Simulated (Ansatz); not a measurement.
The elements of this relaxed trial crystal are hidden behind letters.

```
lattice vectors (Å)
  -3.5020    3.5020    3.2076
   3.5020   -3.5020    3.2076
   3.5020    3.5020   -3.2076
fractional positions
X 0.9279 0.0721 0.5000
X 0.4279 0.9279 0.8557
X 0.0721 0.5721 0.1443
X 0.5721 0.4279 0.5000
Z 0.0000 0.0000 0.0000
```

Method: DFT PBE, scalar-relativistic, plane waves, PAW (Ansatz 0.2.0). Settings of the last relaxation (5-atom cell): 420 eV, 8×8×8 k points, Gaussian smearing of 0.10 eV, no spin polarisation.

| Quantity | Value |
| --- | --- |
| Space group | I422 (No. 97) |
| Conventional cell | a = 7.004 Å, c = 6.415 Å |
| Volume per atom | 31.47 Å³ |
| Density | 3.05 g/cm³ |
| Energy over the elements | −0.15 eV/atom |
| Gap on the 8×8×8 mesh of the 5-atom cell | 0 eV (a metal) |

Energies are uncorrected and count from the elements' standard states at the same level.

Task: X is an s-block element of period 3 and Z is a d-block element of period 6. Which elements are they?

Result: X = Na, Z = Au, so the formula is Na4Au. Density times volume gives a mean mass of 3.05 × 31.47/1.6605 = 57.8 u per atom, and this set has 57.8 u. Na has 2 Au at 3.04 Å and 7 Na at 3.51–3.64 Å; Au has 8 Na at 3.04 Å. Other sets within the hints have nearly the same mass, so mass alone doesn't settle it; this one was computed.

Spin–orbit coupling, which can matter for Au, is left out. A structure relaxed within its symmetry needn't be a true minimum.
